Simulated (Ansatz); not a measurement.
NbSn₂ in space group Fddd (No. 70; Nb on 16g, Sn on 16f, Sn on 16g) under volume change, PBEsol in the plane-wave PAW code Ansatz, shape and atoms relaxed at each volume.

```tsv
V (Å³/atom)	E − E(relaxed) (meV/atom)	P (GPa)
19.950	71.7	12.71
20.608	30.0	7.74
21.266	7.1	3.55
21.923	0.0	0.00
22.581	…	…
23.239	…	…
23.896	50.7	-7.58
```

Question: Fill in the missing entries.

Answer: 
- 23.239, E − E(relaxed) (meV/atom): 23.8
- 23.239, P (GPa): -5.48
- 22.581, E − E(relaxed) (meV/atom): 6.3
- 22.581, P (GPa): -2.98

Question: What does a third-order Birch–Murnaghan fit give for V₀, B₀ and B′?

Answer: V₀ = 21.92 Å³/atom, B₀ = 108 GPa, B′ = 4.7.

The workflow started from a Materials Project entry (that database holds measured and hypothetical structures alike); the Crystallography Open Database files this formula in space group No. 70, but the cells were not matched. Its standing as an ambient phase is unchecked. Symmetry was held in the PBEsol relaxation; its stability against distortions is not shown here. No spin polarisation was allowed. Spin–orbit coupling is left out wherever it is not named.

Potentials: the later of the program's two PAW sets.
